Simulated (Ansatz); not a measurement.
Trial structure of Ti₃SbP, not yet relaxed:

```
Ti Sb P
1.0
     4.36225    0.00000    0.00000
     0.00000    4.36225    0.00000
     0.00000    0.00000    4.36225
Ti Sb P
3 1 1
Direct
  0.00000 0.50000 0.50000
  0.50000 0.00000 0.50000
  0.50000 0.50000 0.00000
  0.00000 0.00000 0.00000
  0.50000 0.50000 0.50000
```

The calculation used Ansatz 0.2.0, DFT PBE, scalar-relativistic, plane waves, PAW. Settings: cutoff 420 eV, Γ-centred mesh 4×4×4 on the computed 5-atom cell, Gaussian smearing of 0.10 eV; no spin polarisation.

Energies over the elements count from the elements' standard structures at the same level, with no fitted energy shifts. The references include black phosphorus.

Problem. Estimate its pressure, forces and energy as it stands.

Solution. The pressure is 19.4 GPa (it wants to expand), the largest force is 0.00 eV/Å (symmetry fixes the atoms), and the energy is −0.21 eV/atom against the elements. The shortest distance is 2.18 Å.

Problem. How much does it gain on relaxing, and where does it end?

Solution. Relaxing gains about 0.14 eV/atom (the start's value is from the coarse mesh, so the gain is rough) in 8 ionic steps and ends at −0.35 eV/atom on the finer mesh. The symmetry stays Pm-3m (No. 221). The end has the antiperovskite type. The volume per atom grows by 16.2 %, from 16.6 to 19.3 Å³. The shortest distance goes from 2.18 Å (Ti–P) to 2.29 Å (Ti–P). Conventional cell: a = 4.586 Å. Ti has 2 P at 2.29 Å, 4 Sb at 3.24 Å and 8 Ti at 3.24 Å; Sb is surrounded by 12 Ti at 3.24 Å; around P lie 6 Ti at 2.29 Å.

The last run used collinear spin, an 8×8×8 mesh for its 5-atom cell and Gaussian smearing of 0.10 eV. Spin–orbit coupling, which can matter for Sb, is left out. The reference form of P is held partly by dispersion forces, which this level lacks. Another magnetic order may lie lower. The relaxation can't lower the symmetry of the start. Symmetry constrained the relaxation, so the result can be a saddle point.
